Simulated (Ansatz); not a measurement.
KF:
```yaml
crystal:
  lattice:
    - [0.00000, 2.65328, 2.65328]
    - [2.65328, 0.00000, 2.65328]
    - [2.65328, 2.65328, 0.00000]
  atoms:
    - { symbol: K, position: [0.00000, 0.00000, 0.00000] }
    - { symbol: F, position: [0.50000, 0.50000, 0.50000] }
```

Relaxed with PBEsol. Special points in fractions of this cell's reciprocal vectors: Γ (0.000, 0.000, 0.000); X (0.500, 0.000, 0.500); U (0.625, 0.250, 0.625); K (0.375, 0.375, 0.750); L (0.500, 0.500, 0.500); W (0.500, 0.250, 0.750).

Problem. List the band energies nearest the valence-band maximum at these points for the program Ansatz at the PBEsol level (PAW).

Solution. In eV from the valence-band maximum; about four levels below and three above (degenerate sets whole), none deeper than 8.9 eV; points with the same levels are listed once.

| k | below | above |
|---|---|---|
| Γ | 0.00 0.00 0.00 | 6.15 10.69 10.69 10.69 |
| X | -0.20 -0.05 -0.05 | 8.13 10.36 11.82 |
| U | -0.35 -0.20 -0.19 | 8.91 10.73 11.13 |
| L | -0.83 -0.37 -0.37 | 9.07 10.61 12.11 12.11 |
| W | -0.43 -0.16 -0.16 | 9.71 9.71 11.26 |

Space group Fm-3m (rock salt). The PBEsol relaxation kept the symmetry of its start.

Potentials: the later of the program's two PAW sets.
